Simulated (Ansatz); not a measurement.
Data:

HfO2 (baddeleyite type, space group P2_1/c)

Space group P2₁/c (No. 14); a = 5.1141 Å, b = 5.1816 Å, c = 5.2953 Å, α = γ = 90.00°, β = 99.47°

```json
[
 {"atom": "Hf", "site": "4e", "symmetry": "1", "x": "0.2762", "y": "0.0418", "z": "0.2082"},
 {"atom": "O", "site": "4e", "symmetry": "1", "x": "0.0701", "y": "0.3338", "z": "0.3440"},
 {"atom": "O", "site": "4e", "symmetry": "1", "x": "0.5520", "y": "0.2577", "z": "0.0215"}
]
```

E(V) scan at fixed shape, V₀ the volume above. The atoms relax within the cell's symmetry.

Computed with r2SCAN (plane waves to 500 eV, PAW, scalar-relativistic; Ansatz, a first-principles code). k mesh 5×5×5 (Γ-centred), Fermi-Dirac smearing 0.05 eV. The energy includes the smearing's −TS. Stress and pressure are positive under compression. The points do not follow one Birch-Murnaghan curve well, so no fit is quoted. HfO2 is run without spin polarisation. HfO2 was relaxed with its symmetry unable to fall. Spin-orbit coupling is left out, though Hf is heavy. ΔE is measured from the relaxed starting cell.

The scan covers V/V₀ from 0.840 to 1.160 in 11 points.

### Question
What pressure does the cell carry at V/V₀ = 0.840?

### Answer
45.6 GPa.

### Question
What is ΔE at V/V₀ = 0.840?

### Answer
234.3 meV/atom.

### Question
What is ΔE at V/V₀ = 1.160?

### Answer
131.5 meV/atom.

(A scan under strain: stresses follow from slopes of the energy per volume, elastic moduli from its curvatures.)
